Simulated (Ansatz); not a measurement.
The relaxed structure here is a generated cell of SnO: the first start was made by placing the elements on the sites of a structure type, and the end was not matched to a known phase here, so it may be hypothetical. Known forms of SnO include space group No. 129.

The end point of a relaxation of SnO. Space group P2₁/m (No. 11). Calculation: PBE (plane waves to 420 eV, PAW, scalar-relativistic; Ansatz, an electronic-structure program).

```xyz
8
Lattice="6.6933 0.0000 0.0000 0.0000 3.4764 0.0000 -2.8598 0.0000 6.5548" Properties=species:S:1:pos:R:3 pbc="T T T"
Sn     0.0603     0.8691     3.1680
Sn     3.7732     2.6073     3.3869
Sn    -1.0232     0.8691     6.5117
Sn     4.8567     2.6073     0.0432
O     -0.0450     2.6073     5.6398
O      4.8247     0.8691     4.2705
O      3.8785     0.8691     0.9150
O     -0.9911     2.6073     2.2843
```

Problem. What band gap does PBE give?

Solution. 1.25 eV, indirect (valence top at Γ, conduction bottom at 12 % of the way from C2 to Y2) (no spin-orbit coupling).

Problem. What smallest direct gap does PBE give?

Solution. 1.62 eV at 75 % of the way from Y2 to Γ.

No spin polarisation in the result.

It was reached from a disturbed copy of a P6₃/mmc (No. 194) cell (NiAs type), against which it lies -0.45 eV/atom.
